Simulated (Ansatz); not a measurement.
An elastic tensor (GPa, Voigt order, standard axes) from PBEsol (plane waves, PAW; program Ansatz):

```
4.2  3.5  3.5  0.0  0.0  0.0
3.5  4.2  3.5  0.0  0.0  0.0
3.5  3.5  4.2  0.0  0.0  0.0
0.0  0.0  0.0  2.8  0.0  0.0
0.0  0.0  0.0  0.0  2.8  0.0
0.0  0.0  0.0  0.0  0.0  2.8
```

### Question
Which compound is it?
A) K, bcc (W type)
B) Na, bcc (W type)
C) V, bcc (W type)
D) Fe, bcc (W type)

### Answer
A, K, bcc (W type)

Space group Im-3m (bcc (W type)). The cell was relaxed with PBEsol under the symmetry of its start. As this level gives no gap, shear constants depend on the k-mesh and smearing (Fermi–Dirac, 0.1 eV here).

Potentials: the later of the program's two PAW sets.
